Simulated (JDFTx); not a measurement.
System: Au(111) (Fm-3m bulk; lattice of mp-81, not re-optimised at this level), 1x1 cell of 3 atoms in 3 planes, area 7.53 Å² a face, 4.8 Å between the outermost planes in a cell 20.8 Å high; k mesh 8×8×1, Fermi width 0.01 Ha, no spin polarisation.

Final geometry:
```
Au(111)
1.0
    2.9495     0.0000     0.0000
    1.4748     2.5544     0.0000
    0.0000     0.0000    20.8000
Au
3
Direct
  0.6667   0.6667   0.3836
  0.3333   0.3333   0.5000
  0.0000   0.0000   0.6164
```

Level of theory: PBE, GBRV ultrasoft potentials, plane waves to 20/100 Ha; code: a modified build of JDFTx. Liquid on both sides: CANDLE, water, 2 M NaCl; nuclei fixed, outer atoms relaxed in vacuum. Potentials refer to SHE, placed 4.44 V below the bulk liquid's zero by convention. The surface is an ideal bare cut with both faces alike: no reconstruction, overlayer or explicit solvent molecules. At negative charge CANDLE's numbers also depend on the cell height, by up to tenths of a volt. Convergence in thickness and k mesh wasn't tested for this slab.

| U (V vs SHE) | μ (eV) | excess electrons per cell | σ (μC/cm², per face) | run |
|---|---|---|---|---|
| -0.10 | -4.34 | 0.192 | -20.4 | fixed potential |
| 0.52 | -4.96 | 0.000 | 0.0 | neutral |
| 1.10 | -5.54 | (withheld) | (withheld) | fixed potential |

Fill in the missing entries, row by row.


- 1.10, excess electrons per cell: -0.061
- 1.10, σ (μC/cm², per face): 6.5
